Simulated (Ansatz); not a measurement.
# Kick test of a cell of Zn₃Cd₂Se₅

The cell was found from a structure generator's guess, not taken from experiment.

Theory: Ansatz, DFT PBE, scalar-relativistic, plane waves, PAW. Plane waves to 420 eV, a k mesh through Γ of 10×10×10 on the computed 10-atom cell and Gaussian smearing (0.02 eV); no spin polarisation.

The cell below (10 atoms, space group I-4m2 (No. 119)) is relaxed within its symmetry.

```
Zn Cd Se
1.0
    -2.08400    2.08400   14.90514
     2.08400   -2.08400   14.90514
     2.08400    2.08400  -14.90514
Zn Cd Se
3 2 5
Direct
  0.20347 0.20347 0.00000
  0.79653 0.79653 0.00000
  0.00000 0.00000 0.00000
  0.60177 0.60177 0.00000
  0.39823 0.39823 0.00000
  0.25000 0.75000 0.50000
  0.84269 0.34269 0.50000
  0.45379 0.95379 0.50000
  0.04621 0.54621 0.50000
  0.65731 0.15731 0.50000
```

For the test it was strained at random (σ = 1.5 % a component), the atoms were moved at random (σ = 0.15 Å), and all was relaxed again on a coarse 4×4×4 mesh (in the run’s order of axes) with 0.10 eV smearing, with no symmetry imposed.

**Question.** Is the structure stable against such a distortion?

**Answer.** It returns, within 1 meV/atom of the unmoved cell on that mesh and with the same symmetry when read at 0.1 Å (P1 at 0.01 Å, so small strains and shifts remain). So it is stable against the distortions that fit this cell and that this random move excites. Modes that don't fit the cell aren't tested.
